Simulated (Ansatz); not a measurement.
ZrGeS:
```cif
data_Ge2S2Zr2
_chemical_formula_sum 'Zr2 Ge2 S2'
_space_group_name_H-M_alt 'P4/nmm :1'
_space_group_IT_number 129
_space_group_name_Hall 'P 4ab 2ab -1ab'
_cell_length_a 3.64004
_cell_length_b 3.64004
_cell_length_c 8.06473
_cell_angle_alpha 90.000
_cell_angle_beta 90.000
_cell_angle_gamma 90.000
loop_
_space_group_symop_operation_xyz
  'x, y, z'
  '-y+1/2, x+1/2, z'
  '-x, -y, z'
  'y+1/2, -x+1/2, z'
  'x+1/2, -y+1/2, -z'
  '-y, -x, -z'
  '-x+1/2, y+1/2, -z'
  'y, x, -z'
  '-x+1/2, -y+1/2, -z'
  'y, -x, -z'
  'x+1/2, y+1/2, -z'
  '-y, x, -z'
  '-x, y, z'
  'y+1/2, x+1/2, z'
  'x, -y, z'
  '-y+1/2, -x+1/2, z'
loop_
_atom_site_label
_atom_site_type_symbol
_atom_site_symmetry_multiplicity
_atom_site_Wyckoff_symbol
_atom_site_fract_x
_atom_site_fract_y
_atom_site_fract_z
_atom_site_occupancy
Zr1 Zr 2 c 0.50000 0.00000 0.27467 1
Ge1 Ge 2 a 0.00000 0.00000 0.00000 1
S1 S 2 c 0.00000 0.50000 0.37840 1
```

Relaxed with r²SCAN.

### Question
Which orbitals make up the states near the Fermi level in the program Ansatz at the r²SCAN level (PAW)?

### Answer
Within 0.5 eV of the Fermi level: Zr 4d 68 %, Ge 4p 15 %, S 3p 7 %. Projections are on Löwdin-orthogonalised atomic valence shells; empty p or d shells of many metals are not among them.

### Question
Tabulate the density of states.

### Answer
States/eV per cell of 6 atoms, in 0.25 eV bins, energy from the Fermi level.

```csv
E (eV),total,Zr 4d,S 3p,Ge 4p
-7.85,0.41,0.05,0.01,0.12
-7.60,0.38,0.05,0.01,0.11
-7.35,0.32,0.05,0.01,0.10
-7.10,0.40,0.06,0.07,0.11
-6.85,1.69,0.28,0.87,0.25
-6.60,5.38,0.91,3.51,0.38
-6.35,4.29,0.71,2.65,0.44
-6.10,2.49,0.38,1.31,0.45
-5.85,2.00,0.31,1.08,0.37
-5.60,2.35,0.39,1.26,0.43
-5.35,2.40,0.38,1.17,0.54
-5.10,3.24,0.57,1.75,0.57
-4.85,4.50,1.02,2.71,0.43
-4.60,4.86,1.13,3.16,0.30
-4.35,5.13,0.90,3.26,0.67
-4.10,6.71,1.24,4.26,0.91
-3.85,4.34,0.94,2.33,0.88
-3.60,2.83,0.63,1.33,0.72
-3.35,2.24,0.49,0.89,0.73
-3.10,1.95,0.43,0.60,0.78
-2.85,2.22,0.62,0.54,0.92
-2.60,4.10,1.44,0.65,1.81
-2.35,4.09,1.52,0.67,1.71
-2.10,3.97,1.49,0.74,1.55
-1.85,3.26,1.35,0.62,1.14
-1.60,2.52,1.01,0.56,0.83
-1.35,0.92,0.34,0.15,0.35
-1.10,0.76,0.34,0.07,0.28
-0.85,0.74,0.37,0.07,0.24
-0.60,0.83,0.46,0.07,0.24
-0.35,1.16,0.69,0.10,0.28
-0.10,0.59,0.37,0.04,0.12
0.15,1.23,0.87,0.08,0.14
0.40,2.03,1.48,0.13,0.18
0.65,2.14,1.61,0.17,0.14
0.90,3.14,2.29,0.30,0.19
1.15,3.86,2.82,0.31,0.27
1.40,4.46,3.22,0.26,0.34
1.65,5.70,3.91,0.28,0.54
1.90,6.61,4.51,0.36,0.67
2.15,6.76,4.74,0.39,0.60
2.40,7.83,5.36,0.53,0.72
2.65,4.49,3.22,0.38,0.31
2.90,4.50,2.98,0.58,0.41
3.15,3.62,2.29,0.61,0.32
3.40,4.61,2.84,0.74,0.53
3.65,4.21,2.43,0.73,0.59
3.90,3.95,2.01,0.70,0.72
4.15,2.17,1.05,0.38,0.43
```

The first step of the workflow began from a Materials Project structure, measured or hypothetical; the Crystallography Open Database files this formula in space group No. 129, but the cells were not matched. Whether it is the stable phase at ambient conditions was not checked. The r²SCAN relaxation kept the symmetry of its start; its stability against distortions is not shown here. The run is not spin-polarised. Scalar-relativistic: spin–orbit coupling is off unless named, which matters more the heavier the elements.

Potentials: the earlier of the program's two PAW sets.
